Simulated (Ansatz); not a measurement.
**PbTe: a fit and a missing row**

PbTe, Fm-3m, a = 6.536 Å. Ansatz: r2SCAN, PAW, 500 eV, Γ-centred 8×8×8 mesh on 2 atoms, Gaussian smearing 0.02 eV; no spin polarisation. Symmetry fixes shape and atoms, so the cell is only scaled; pressure is positive in compression.

```tsv
V (Å³/atom)	P (GPa)
32.811	2.96
33.858	1.35
34.905	-0.03
35.952	-1.19
36.999	?
```

Task: Take V0 = 34.905 Å³/atom, count pressures from its P0 = -0.03 GPa, fit the third-order Birch–Murnaghan form to the other rows, and predict the missing pressure.

Result: With the Eulerian strain f = ½[(V0/V)^(2/3) − 1] and y = (P − P0)/[3f(1 + 2f)^(5/2)], the form is the line y = B0 + 1.5 B0 (B0′ − 4) f. Rows (f, y): 0.02105, 42.7; 0.01026, 42.6; -0.00976, 41.6. Means f = 0.007183, y = 42.300; Σ(Δf)² = 0.0004888, ΣΔfΔy = 0.01833; the slope is their ratio. y = 42.03 + 37.50 f GPa, so B0 = 42.0 GPa and B0′ = 4 + 2 × (37.50)/(3 × 42.03) = 4.59. At V = 36.999, f = -0.01905, y = 41.32 and P = -2.17 GPa. The run gave -2.18 GPa, so the fit is 0.01 GPa too high, within twice the rms miss on the fitted rows (0.006 GPa). The form still works here, 33 % of the fitted range beyond its end.

Spin–orbit coupling is left out, which can shift energies with elements as heavy as these.